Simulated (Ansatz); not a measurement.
### Question
Each is relaxed and computed with r²SCAN (plane waves, PAW; program Ansatz). Which is the only one with a gap?
A. Fe3Ge, Fm-3m (Fe on 4b, Fe on 8c, Ge on 4a)
B. Cs2AgBiBr6, Fm-3m (Bi on 4a, Ag on 4b, Cs on 8c, Br on 24e)
C. BiB, rock salt
D. Mn3Si, Fm-3m (Mn on 8c, Mn on 4b, Si on 4a)

### Answer
B, Cs2AgBiBr6, Fm-3m (Bi on 4a, Ag on 4b, Cs on 8c, Br on 24e). Cs2AgBiBr6: gap 1.67 eV (indirect); Mn3Si: metal; Fe3Ge: metal; BiB: metal. Spin orders computed, not proven ground states: Mn3Si, Fm-3m (Mn on 8c, Mn on 4b, Si on 4a) ferrimagnetic; Fe3Ge, Fm-3m (Fe on 4b, Fe on 8c, Ge on 4a) ferromagnetic. Constructed cells (a structure type filled with these elements, in neither database checked): BiB, rock salt. Standing as an ambient phase not checked: Mn3Si, Fm-3m (Mn on 8c, Mn on 4b, Si on 4a); Fe3Ge, Fm-3m (Fe on 4b, Fe on 8c, Ge on 4a). All cells were relaxed under the symmetry of their starts (and spin orders); stability against distortions was not tested throughout. Rows with no word on spin ran without spin polarisation. Spin–orbit coupling is left out wherever it is not named.

Potentials: the later of the program's two PAW sets.
